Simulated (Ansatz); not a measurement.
Data:

Ti3AlN:
Space group Pm-3m (No. 221); a = 4.0858 Å, b = 4.0858 Å, c = 4.0858 Å, α = 90.00°, β = 90.00°, γ = 90.00°

```json
[
 {"atom": "Ti", "site": "3c", "symmetry": "4/mm.m", "x": "0.0000", "y": "0.5000", "z": "0.5000"},
 {"atom": "Al", "site": "1a", "symmetry": "m-3m", "x": "0.0000", "y": "0.0000", "z": "0.0000"},
 {"atom": "N", "site": "1b", "symmetry": "m-3m", "x": "0.5000", "y": "0.5000", "z": "0.5000"}
]
```

This is the PBEsol-relaxed structure.

Question: All from PBEsol (plane waves, PAW; program Ansatz), unless another level is named. Give the Hill bulk and shear moduli.

Answer: 174 and 52.2 GPa.

Question: And the elastic constants (relaxed ions, GPa)?

Answer: C11 = 231, C12 = 146, C44 = 60.0.

The workflow started from a Materials Project entry (that database holds measured and hypothetical structures alike); the Crystallography Open Database copy checked does not list it. Its standing as an ambient phase is unchecked. Symmetry was held in the PBEsol relaxation; of distortions, only those at the zone centre were tested. The run is not spin-polarised. As this level gives no gap, shear constants depend on the k-mesh and smearing (Fermi–Dirac, 0.1 eV here).

Potentials: the later of the program's two PAW sets.
